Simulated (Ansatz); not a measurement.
MoS₂:
```
MoS2
1.0
    1.56318     0.90250     5.99107
   -1.56318     0.90250     5.99107
    0.00000    -1.80501     5.99107
Mo S
1 2
Cartesian
  0.00000   0.00000  17.96885
  0.00000   0.00000   7.53939
  0.00000   0.00000   4.43546
```

Relaxed with LDA.

### Question
Which orbitals make up the states near the band edges in the program Ansatz at the LDA level (PAW)?

### Answer
Top 1 eV of the valence band: Mo 4d 51 %, S 3p 43 %. Bottom 1 eV of the conduction band: Mo 4d 65 %, S 3p 29 %. Projections are on Löwdin-orthogonalised atomic valence shells; empty p or d shells of many metals are not among them.

### Question
Tabulate the density of states.

### Answer
States/eV per cell of 3 atoms, in 0.25 eV bins, energy from the valence-band maximum.

| E (eV) | total | S 3p | Mo 4d | S 3s |
|---|---|---|---|---|
| -7.85 | 0.00 | 0.00 | 0.00 | 0.00 |
| -7.60 | 0.00 | 0.00 | 0.00 | 0.00 |
| -7.35 | 0.02 | 0.02 | 0.01 | 0.00 |
| -7.10 | 0.15 | 0.09 | 0.04 | 0.01 |
| -6.85 | 1.02 | 0.68 | 0.23 | 0.03 |
| -6.60 | 2.14 | 1.36 | 0.62 | 0.05 |
| -6.35 | 2.86 | 1.74 | 0.96 | 0.04 |
| -6.10 | 2.78 | 1.74 | 0.86 | 0.06 |
| -5.85 | 2.16 | 1.41 | 0.61 | 0.07 |
| -5.60 | 1.11 | 0.73 | 0.32 | 0.04 |
| -5.35 | 0.76 | 0.53 | 0.18 | 0.03 |
| -5.10 | 2.00 | 1.23 | 0.59 | 0.11 |
| -4.85 | 3.38 | 2.00 | 0.96 | 0.24 |
| -4.60 | 2.58 | 1.47 | 0.75 | 0.21 |
| -4.35 | 2.24 | 1.35 | 0.69 | 0.12 |
| -4.10 | 3.92 | 2.32 | 1.42 | 0.10 |
| -3.85 | 2.68 | 1.60 | 0.95 | 0.07 |
| -3.60 | 1.57 | 0.89 | 0.61 | 0.03 |
| -3.35 | 1.61 | 0.83 | 0.72 | 0.02 |
| -3.10 | 1.78 | 1.04 | 0.66 | 0.03 |
| -2.85 | 3.71 | 2.35 | 1.15 | 0.11 |
| -2.60 | 3.04 | 2.07 | 0.80 | 0.10 |
| -2.35 | 2.49 | 1.83 | 0.51 | 0.07 |
| -2.10 | 2.39 | 1.82 | 0.45 | 0.04 |
| -1.85 | 1.54 | 0.91 | 0.54 | 0.03 |
| -1.60 | 3.42 | 1.29 | 1.94 | 0.07 |
| -1.35 | 2.28 | 0.89 | 1.27 | 0.04 |
| -1.10 | 1.40 | 0.51 | 0.83 | 0.03 |
| -0.85 | 0.56 | 0.24 | 0.29 | 0.02 |
| -0.60 | 0.23 | 0.10 | 0.10 | 0.01 |
| -0.35 | 0.14 | 0.06 | 0.07 | 0.01 |
| -0.10 | 0.05 | 0.02 | 0.03 | 0.00 |
| 0.15 | 0.00 | 0.00 | 0.00 | 0.00 |
| 0.40 | 0.00 | 0.00 | 0.00 | 0.00 |
| 0.65 | 0.02 | 0.01 | 0.01 | 0.00 |
| 0.90 | 0.53 | 0.19 | 0.29 | 0.02 |
| 1.15 | 1.81 | 0.52 | 1.15 | 0.04 |
| 1.40 | 2.92 | 0.85 | 1.90 | 0.05 |
| 1.65 | 3.94 | 1.16 | 2.57 | 0.07 |
| 1.90 | 3.51 | 1.17 | 2.07 | 0.10 |
| 2.15 | 5.07 | 1.86 | 2.81 | 0.11 |
| 2.40 | 2.53 | 1.03 | 1.26 | 0.07 |
| 2.65 | 2.23 | 0.88 | 1.10 | 0.07 |
| 2.90 | 1.95 | 0.79 | 0.93 | 0.08 |
| 3.15 | 1.28 | 0.57 | 0.56 | 0.05 |
| 3.40 | 1.31 | 0.64 | 0.57 | 0.04 |
| 3.65 | 2.53 | 1.16 | 1.10 | 0.11 |
| 3.90 | 1.47 | 0.59 | 0.68 | 0.11 |
| 4.15 | 0.84 | 0.29 | 0.42 | 0.09 |
| 4.40 | 0.04 | 0.01 | 0.02 | 0.00 |
| 4.65 | 0.00 | 0.00 | 0.00 | 0.00 |
| 4.90 | 0.00 | 0.00 | 0.00 | 0.00 |
| 5.15 | 0.09 | 0.01 | 0.00 | 0.00 |
| 5.40 | 0.33 | 0.02 | 0.02 | 0.00 |

Space group R3m. The LDA relaxation kept the symmetry of its start; of distortions, only those at the zone centre were tested. The run is not spin-polarised. A crystal of weakly bound layers computed without a dispersion correction: the cell and the soft elastic constants depend strongly on that. Spin–orbit coupling is left out wherever it is not named.

Potentials: the earlier of the program's two PAW sets.
